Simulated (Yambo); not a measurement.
Yambo run on AlN (zinc blende, space group F-43m, No. 216). The wavefunctions are norm-conserving LDA (Quantum ESPRESSO, 84 Ry, without SOC) ones on a 6×6×6 mesh (4 occupied bands); a = b = c = 3.064 Å, α = β = γ = 60.00°.

Yambo input:

```
rim_cut
HF_and_locXC
RandQpts= 100000
RandGvec= 1 Ry
EXXRLvcs= 84 Ry
VXCRLvcs= 336 Ry
% QPkrange
 1 | 1 | 4 | 5 |
 13 | 13 | 5 | 5 |
%
```

k points by index: 1 = Γ, 13 = X.

Resulting energies as the program prints them:

```
#    K-point    Band    Eo [eV]    Ehf [eV]    Vxc [eV]    Vnlxc [eV]
#
    1    4    0.000000    -4.147437    -16.85706    -21.00450
    1    5    4.459941    9.054854    -12.82935    -8.234440
    13    5    3.270668    7.667993    -9.584124    -5.186799
```
Exchange alone, without screening.

Geometry relaxed with LDA.

This is not the ordinary phase of the substance; no match was found in the copy of COD used, and its stability was not checked.
